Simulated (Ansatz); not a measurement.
Computed properties of WS2

```
W S
1.0
     3.18000    0.00000    0.00000
    -1.59000    2.75396    0.00000
     0.00000    0.00000   12.50000
W S
2 4
Direct
  0.33333 0.66667 0.25000
  0.66667 0.33333 0.75000
  0.33333 0.66667 0.62000
  0.66667 0.33333 0.12000
  0.33333 0.66667 0.88000
  0.66667 0.33333 0.38000
```

Atoms are numbered in the order listed.

The geometry is COD entry 5910003, unchecked; take it as a test cell. It differs from other determinations.

Spin–orbit coupling is left out, though it moves levels of the heavy atoms by tenths of an eV or more.

Levels of theory: DFT, PBE, all-electron LAPW, scalar-relativistic (Ansatz 0.2.0); DFT, PBE, PAW with Ansatz's default frozen-core files, scalar-relativistic (Ansatz 0.2.0).

For LAPW: a Γ-centred 10×10×3 k mesh, Fermi–Dirac smearing of 0.05 eV, basis error target 0.5 meV/atom, no spin polarisation. PAW takes a cutoff of 420 eV at this cell. The Ansatz runs share mesh, smearing and spin set-up. Values come from LAPW unless marked.

| Quantity | Value |
| --- | --- |
| Pressure at this cell | -3.62 GPa |
| Band gap | 1.00 eV, indirect from Γ to the line K (0.333, 0.333, 0)–Γ |
| Stress xx, yy, zz (compression positive) | -1.97, -1.97, -6.90 GPa |
| Largest force | 1.052 eV/Å on S3 |
| Smallest direct gap on the path | 1.87 eV |
| Löwdin charges (with 0.45 e of the cell spilling out of the atomic basis, so their sizes and signs hang on that basis) | W1 0.50, S3 -0.14 e |
| Bader charges (from the PAW run) | W1 +1.35, S3 -0.67 e |
| Volume per atom | 123.1 bohr³ |
